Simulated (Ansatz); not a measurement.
GaN in space group P6_422 (No. 181; Ga on 3d, N on 3c), plane-wave PAW r²SCAN+D4 (Ansatz code), all energies at zero smearing, with the estimated change up to a 700 eV cutoff added, with one set of potentials and settings (totals compare only within such a set). Cell of 6 atoms (3 Ga, 3 N): -12527.747 eV.

```csv
element,reference phase,E (eV/atom)
Ga,"Cmce, 4 atoms in the cell",-3790.4264
N,"Pa-3, 8 atoms in the cell",-384.8553
```

Formation energy per atom, worked out: (-12527.747 − 3×(-3790.4264) − 3×(-384.8553))/6 = -0.317 eV/atom (-31 kJ per mol of atoms), at 0 K, without zero-point energy or fitted corrections.

The start of the workflow was typed in or built on a structure type; neither database checked (COD, Materials Project) lists it. It is not the phase usual at ambient conditions (space group No. 186, 216). The r²SCAN+D4 relaxation kept the symmetry of its start; its stability against distortions is not shown here. The volume moved by -23 % from the start of the relaxation. The references are the lowest solids computed at this level, not always the standard phases (solids in place of the gases).

Potentials: the later of the program's two PAW sets.
